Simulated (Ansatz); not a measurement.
**Uniaxial strain in SiO2**

Cell: an entry of the Crystallography Open Database (COD) whose atoms were relaxed with PBE, the cell held.

```
CELL_PARAMETERS angstrom
4.97270 0.00000 0.00000
0.00000 4.97270 0.00000
0.00000 0.00000 6.92570
ATOMIC_POSITIONS crystal
Si 0.30549 0.30549 0.00000
Si 0.19451 0.80549 0.25000
Si 0.69451 0.69451 0.50000
Si 0.80549 0.19451 0.75000
O 0.23645 0.11665 0.18516
O 0.38335 0.73645 0.43516
O 0.76355 0.88335 0.68516
O 0.61665 0.26355 0.93516
O 0.73645 0.38335 0.56484
O 0.88335 0.76355 0.31484
O 0.26355 0.61665 0.06484
O 0.11665 0.23645 0.81484
```

Atom numbers follow the list; atoms alike are taken as one site, whose name carries the number of the first.

Computed with Ansatz: DFT, PBE, plane waves and PAW, scalar-relativistic, 420 eV cutoff, Γ-centred 6×6×5 k-points, Fermi–Dirac smearing 0.02 eV.

The cell is stretched along z (the third Cartesian axis of the run's cell), x and y held, and the ions relax again each time. Tension counts as positive.

| strain along z (%) | stress along z (GPa) | stress along x (GPa) | gap on the k-mesh (eV) |
| --- | --- | --- | --- |
| -3 | -2.5 | -1.2 | 5.63 |
| -2 | -2.0 | -1.2 | 5.63 |
| -1 | -1.5 | -1.3 | 5.63 |
| 0 | -1.0 | -1.4 | 5.62 |
| +1 | ? | ? | ? |
| +2 | 0.0 | -1.3 | 5.61 |
| +3 | 0.5 | -1.3 | 5.60 |

Question: Estimate the row at +1 % from the others.

Answer: stress along z (GPa): -0.5; stress along x (GPa): -1.3; gap on the k-mesh (eV): 5.62. Worked: parabolas through the other 6 rows give -0.5 and -1.3 GPa at +1 %. Their slopes at zero strain are 50 GPa (the stiffness along z) and -2 GPa (the coupling of z to x). They hold at this cell, where the calculated pressure is 1.2 GPa. The gap closes by 5 meV per per cent of stretch between the rows next to zero strain; the parabola gives 5.62 eV for the withheld row.

PBE gaps are too small, by a third to a half in many semiconductors; their changes with strain are better.

All values belong to this cell and structure model.
